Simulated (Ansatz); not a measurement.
InSb:
```
InSb
1.0
    0.00000     3.27870     3.27870
    3.27870     0.00000     3.27870
    3.27870     3.27870     0.00000
In Sb
1 1
Direct
  0.00000   0.00000   0.00000
  0.75000   0.75000   0.75000
```

Relaxed with r²SCAN.

Question: Give the Bader charges and basin volumes of the independent atoms, r²SCAN in the plane-wave PAW code Ansatz.

Answer: 

```csv
atom,Bader charge (e),Bader volume (Å³)
In1,+0.53,28.0
Sb2,-0.53,42.5
```

Space group F-43m (zinc blende). The r²SCAN relaxation kept the symmetry of its start. Scalar-relativistic: spin–orbit coupling is off unless named, which matters more the heavier the elements.

Potentials: the earlier of the program's two PAW sets.
